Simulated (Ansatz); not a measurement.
FeH4Cl2O2:
```xyz
9
Lattice="3.6055 4.1977 0.0000 -3.6055 4.1977 0.0000 -0.5227 0.0000 3.6005" Properties=species:S:1:pos:R:3 pbc="T T T"
Fe     0.0000     0.0000     0.0000
H     -1.0497     2.6148     3.0154
H      0.5269     5.7806     0.5851
H      0.5269     2.6148     0.5851
H     -1.0497     5.7806     3.0154
Cl    -2.1598     4.1977     2.0003
Cl     1.6370     4.1977     1.6002
O      0.0000     6.3558     0.0000
O      0.0000     2.0395     0.0000
```
The run is spin-polarised; directions of the spins, atom by atom: ↑ 0 0 0 0 0 0 0 0.

Relaxed with r²SCAN+D4. Independent-particle spectrum: no excitons, no local fields, no scissors shift; 0.1 eV broadening; ε₁ of the summed bands alone.

### Question
Tabulate the dielectric function from plane-wave PAW r²SCAN+D4 (Ansatz code).

### Answer


```tsv
E (eV)	ε₁ xx	ε₂ xx	ε₁ yy	ε₂ yy	ε₁ zz	ε₂ zz
0.0	3.02	0.00	2.85	0.00	3.23	0.00
0.4	3.02	0.00	2.85	0.00	3.25	0.00
0.8	3.04	0.00	2.86	0.00	3.28	0.00
1.2	3.06	0.01	2.88	0.02	3.35	0.01
1.6	3.09	0.01	2.88	0.02	3.51	0.01
2.0	3.17	0.01	2.93	0.01	3.96	0.54
2.4	3.12	0.08	2.95	0.02	2.56	0.69
2.8	3.29	0.04	3.01	0.00	3.04	0.01
3.2	3.27	0.03	3.10	0.00	3.25	0.02
3.6	3.44	0.00	3.20	0.00	3.49	0.00
4.0	3.68	0.00	3.36	0.00	3.81	0.01
4.4	4.21	0.31	3.74	0.06	4.58	0.61
4.8	4.08	0.66	3.99	0.84	3.52	0.93
5.2	3.91	1.11	3.35	0.68	3.80	0.64
5.6	3.67	1.04	3.63	1.20	4.15	0.95
6.0	4.41	0.96	3.31	0.81	4.88	1.05
6.4	3.82	1.72	3.61	0.54	4.28	2.07
6.8	3.58	2.31	4.12	1.24	3.44	3.04
7.2	3.34	1.82	3.80	1.85	3.21	1.81
7.6	3.39	1.76	3.15	1.66	3.52	2.38
8.0	3.68	2.05	3.27	1.47	2.94	2.23
8.4	3.95	2.37	3.40	1.55	3.52	2.32
8.8	3.76	3.38	3.60	1.52	3.52	3.08
9.2	2.84	3.34	4.36	1.69	2.76	3.38
9.6	2.42	3.34	4.50	3.86	2.45	3.33
10.0	2.64	3.27	2.52	3.37	2.62	3.31
10.4	2.02	3.55	2.50	3.67	1.78	3.51
10.8	1.73	3.68	1.98	3.27	1.71	3.43
11.2	1.32	3.50	1.80	3.24	1.19	3.44
11.6	0.81	3.43	1.22	2.63	1.09	3.43
12.0	0.82	3.36	2.33	2.52	0.44	3.29
```

### Question
From ε at 2.9 eV (xx: 3.29 + 0.12i), find n, k, the normal reflectivity and the absorption coefficient.

### Answer
n = 1.81, k = 0.033, R = 8 %, α = 2kE/ħc = 9700 cm⁻¹.

With all bands, ε∞ without local fields is 3.12 (xx), 2.94 (yy), 3.33 (zz).

Space group C2/m. The first step of the workflow began from a Materials Project structure, measured or hypothetical; the Crystallography Open Database files this formula in space group No. 12, but the cells were not matched. Whether it is the stable phase at ambient conditions was not checked. The r²SCAN+D4 relaxation kept the symmetry of its start; its stability against distortions is not shown here. Spin order of the final state: ferromagnetic, the only order run, not a proven ground state. The cell computed holds one magnetic atom, so no antiferromagnetic order was within reach. Other orbital occupations within this spin state were not tried. No Hubbard U is applied.

Potentials: the later of the program's two PAW sets.
